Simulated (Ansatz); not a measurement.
CS$_{14}$:
```
CS14
1.0
    5.38365     3.10825     3.86274
   -5.38365     3.10825     3.86274
    0.00000    -6.21650     3.86274
S C
14 1
Direct
  0.30721   0.69279   0.00000
  0.00000   0.30721   0.69279
  0.69279   0.00000   0.30721
  0.69279   0.30721   0.00000
  0.00000   0.69279   0.30721
  0.30721   0.00000   0.69279
  0.22766   0.83948   0.22766
  0.22766   0.22766   0.83948
  0.83948   0.22766   0.22766
  0.77234   0.16052   0.77234
  0.16052   0.77234   0.77234
  0.77234   0.77234   0.16052
  0.36605   0.36605   0.36605
  0.63395   0.63395   0.63395
  0.50000   0.50000   0.50000
```

Relaxed with r²SCAN+D4.

Which orbitals make up the states near the band edges in r²SCAN+D4 (plane waves, PAW; program Ansatz)?

Top 1 eV of the valence band: S 3p 96 %. Bottom 1 eV of the conduction band: S 3p 68 %, C 2p 14 %, S 3s 8 %, outside the projected shells 11 %. Projections are on Löwdin-orthogonalised atomic valence shells; empty p or d shells of many metals are not among them.

Tabulate the density of states.

States/eV per cell of 15 atoms, in 0.25 eV bins, energy from the valence-band maximum.

| E (eV) | total | S 3p | S 3s | C 2p |
|---|---|---|---|---|
| -7.85 | 0.00 | 0.00 | 0.00 | 0.00 |
| -7.60 | 0.00 | 0.00 | 0.00 | 0.00 |
| -7.35 | 7.15 | 2.90 | 3.24 | 0.00 |
| -7.10 | 0.85 | 0.33 | 0.40 | 0.00 |
| -6.85 | 0.00 | 0.00 | 0.00 | 0.00 |
| -6.60 | 3.68 | 3.57 | 0.01 | 0.00 |
| -6.35 | 4.27 | 4.14 | 0.03 | 0.00 |
| -6.10 | 0.05 | 0.05 | 0.00 | 0.00 |
| -5.85 | 13.27 | 11.53 | 1.43 | 0.07 |
| -5.60 | 2.73 | 2.35 | 0.32 | 0.01 |
| -5.35 | 5.26 | 4.10 | 0.69 | 0.38 |
| -5.10 | 3.97 | 2.96 | 0.60 | 0.33 |
| -4.85 | 16.52 | 13.59 | 1.73 | 0.94 |
| -4.60 | 15.54 | 12.95 | 1.58 | 0.78 |
| -4.35 | 6.69 | 5.63 | 0.64 | 0.33 |
| -4.10 | 10.14 | 7.62 | 0.67 | 1.70 |
| -3.85 | 19.64 | 14.19 | 1.35 | 3.79 |
| -3.60 | 9.01 | 7.53 | 0.93 | 0.41 |
| -3.35 | 9.15 | 7.80 | 1.09 | 0.14 |
| -3.10 | 0.09 | 0.08 | 0.01 | 0.00 |
| -2.85 | 0.00 | 0.00 | 0.00 | 0.00 |
| -2.60 | 0.00 | 0.00 | 0.00 | 0.00 |
| -2.35 | 0.00 | 0.00 | 0.00 | 0.00 |
| -2.10 | 8.30 | 7.67 | 0.44 | 0.05 |
| -1.85 | 13.79 | 12.65 | 0.80 | 0.05 |
| -1.60 | 12.52 | 11.44 | 0.77 | 0.02 |
| -1.35 | 12.78 | 11.87 | 0.61 | 0.04 |
| -1.10 | 12.07 | 11.66 | 0.23 | 0.02 |
| -0.85 | 17.03 | 16.32 | 0.41 | 0.02 |
| -0.60 | 13.00 | 12.43 | 0.33 | 0.01 |
| -0.35 | 10.60 | 10.12 | 0.19 | 0.02 |
| -0.10 | 11.91 | 11.28 | 0.31 | 0.02 |
| 0.15 | 0.00 | 0.00 | 0.00 | 0.00 |
| 0.40 | 0.00 | 0.00 | 0.00 | 0.00 |
| 0.65 | 0.00 | 0.00 | 0.00 | 0.00 |
| 0.90 | 0.00 | 0.00 | 0.00 | 0.00 |
| 1.15 | 0.00 | 0.00 | 0.00 | 0.00 |
| 1.40 | 0.00 | 0.00 | 0.00 | 0.00 |
| 1.65 | 0.00 | 0.00 | 0.00 | 0.00 |
| 1.90 | 0.00 | 0.00 | 0.00 | 0.00 |
| 2.15 | 0.00 | 0.00 | 0.00 | 0.00 |
| 2.40 | 0.00 | 0.00 | 0.00 | 0.00 |
| 2.65 | 0.56 | 0.39 | 0.08 | 0.04 |
| 2.90 | 12.91 | 8.24 | 1.10 | 2.34 |
| 3.15 | 12.96 | 8.88 | 1.01 | 1.63 |
| 3.40 | 15.83 | 11.01 | 1.21 | 1.85 |
| 3.65 | 8.54 | 6.50 | 0.85 | 0.30 |
| 3.90 | 12.42 | 9.55 | 1.25 | 0.36 |
| 4.15 | 8.27 | 6.48 | 0.61 | 0.21 |
| 4.40 | 12.64 | 10.48 | 0.63 | 0.14 |
| 4.65 | 14.22 | 11.90 | 0.66 | 0.12 |
| 4.90 | 6.43 | 5.42 | 0.20 | 0.01 |
| 5.15 | 7.22 | 5.99 | 0.20 | 0.01 |
| 5.40 | 0.00 | 0.00 | 0.00 | 0.00 |
| 5.65 | 0.00 | 0.00 | 0.00 | 0.00 |
| 5.90 | 0.00 | 0.00 | 0.00 | 0.00 |
| 6.15 | 2.31 | 0.72 | 0.11 | 0.01 |
| 6.40 | 4.26 | 1.48 | 0.21 | 0.02 |
| 6.65 | 1.43 | 0.57 | 0.08 | 0.00 |
| 6.90 | 2.77 | 0.31 | 0.05 | 0.06 |
| 7.15 | 10.23 | 0.76 | 0.11 | 0.05 |
| 7.40 | 7.37 | 0.44 | 0.07 | 0.04 |

Space group R-3m. The workflow started from an entry of the Crystallography Open Database (COD). Its standing as an ambient phase is unchecked. Symmetry was held in the r²SCAN+D4 relaxation; its stability against distortions is not shown here.

Potentials: the later of the program's two PAW sets.
